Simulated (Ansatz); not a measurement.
Relaxed (211) slab cut from Ge (space group Fd-3m (No. 227)); the slab's formula is Ge, its outer planes Ge (top) and Ge (bottom):

```
Ge
1.0
     4.01283    0.00000    0.00000
     0.00000    9.82940    0.00000
     0.00000    0.00000   25.42565
Ge
20
Direct
  0.50000 0.19027 0.28795
  0.50000 0.95571 0.31657
  0.00000 0.82389 0.34081
  0.00000 0.56886 0.33337
  0.50000 0.50229 0.38324
  0.50000 0.24816 0.38437
  0.00000 0.16787 0.43135
  0.00000 0.91771 0.43283
  0.50000 0.83072 0.47756
  0.50000 0.58105 0.47697
  0.00000 0.50228 0.52303
  0.00000 0.25261 0.52244
  0.50000 0.16563 0.56717
  0.50000 0.91546 0.56865
  0.00000 0.83517 0.61563
  0.00000 0.58105 0.61676
  0.50000 0.51448 0.66663
  0.50000 0.25944 0.65919
  0.00000 0.12762 0.68343
  0.00000 0.89307 0.71205
```

The calculation used Ansatz, DFT r2SCAN, scalar-relativistic, plane waves, PAW. Cutoff 500 eV; k points 9×4×1 on the computed 20-atom cell (Γ-centred); Gaussian smearing, width 0.05 eV; no spin polarisation. The cell repeats along c with a dipole correction in the vacuum.

The potential is the smooth part; its values at the atoms depend on the PAW datasets.

Question: How does the plane-averaged electrostatic potential energy of an electron run along c, counted from the Fermi level?

Answer:
| z (Å) | V (eV) |
| --- | --- |
| 2.38 | 4.70 |
| 2.65 | 4.70 |
| 2.91 | 4.70 |
| 3.18 | 4.70 |
| 3.44 | 4.70 |
| 3.71 | 4.70 |
| 3.97 | 4.70 |
| 4.24 | 4.70 |
| 4.50 | 4.70 |
| 4.77 | 4.69 |
| 5.03 | 4.68 |
| 5.30 | 4.65 |
| 5.56 | 4.59 |
| 5.83 | 4.48 |
| 6.09 | 4.23 |
| 6.36 | 3.74 |
| 6.62 | 2.75 |
| 6.89 | 1.50 |
| 7.15 | 0.17 |
| 7.42 | -1.27 |
| 7.68 | -2.63 |
| 7.95 | -3.99 |
| 8.21 | -4.73 |
| 8.48 | -4.89 |
| 8.74 | -4.39 |
| 9.00 | -3.89 |
| 9.27 | -3.65 |
| 9.53 | -3.38 |
| 9.80 | -3.25 |
| 10.06 | -3.01 |
| 10.33 | -3.08 |
| 10.59 | -3.01 |
| 10.86 | -3.18 |
| 11.12 | -3.33 |
| 11.39 | -3.56 |
| 11.65 | -3.67 |
| 11.92 | -3.48 |
| 12.18 | -3.49 |
| 12.45 | -3.52 |
| 12.71 | -3.72 |
| 12.98 | -3.52 |
| 13.24 | -3.49 |
| 13.51 | -3.48 |
| 13.77 | -3.67 |
| 14.04 | -3.56 |
| 14.30 | -3.33 |
| 14.57 | -3.18 |
| 14.83 | -3.01 |
| 15.10 | -3.08 |
| 15.36 | -3.01 |
| 15.63 | -3.25 |
| 15.89 | -3.38 |
| 16.16 | -3.65 |
| 16.42 | -3.89 |
| 16.69 | -4.39 |
| 16.95 | -4.89 |
| 17.22 | -4.73 |
| 17.48 | -3.99 |
| 17.74 | -2.63 |
| 18.01 | -1.27 |
| 18.27 | 0.17 |
| 18.54 | 1.50 |
| 18.80 | 2.75 |
| 19.07 | 3.74 |
| 19.33 | 4.23 |
| 19.60 | 4.48 |
| 19.86 | 4.59 |
| 20.13 | 4.65 |
| 20.39 | 4.68 |
| 20.66 | 4.69 |
| 20.92 | 4.70 |
| 21.19 | 4.70 |
| 21.45 | 4.70 |
| 21.72 | 4.70 |
| 21.98 | 4.70 |
| 22.25 | 4.70 |
| 22.51 | 4.70 |
| 22.78 | 4.70 |
| 23.04 | 4.70 |

The vacuum level lies 4.70 eV above the Fermi level.

Cost: 1 run of about 92 core-minutes, on Arm Neoverse V2 (shared hosts).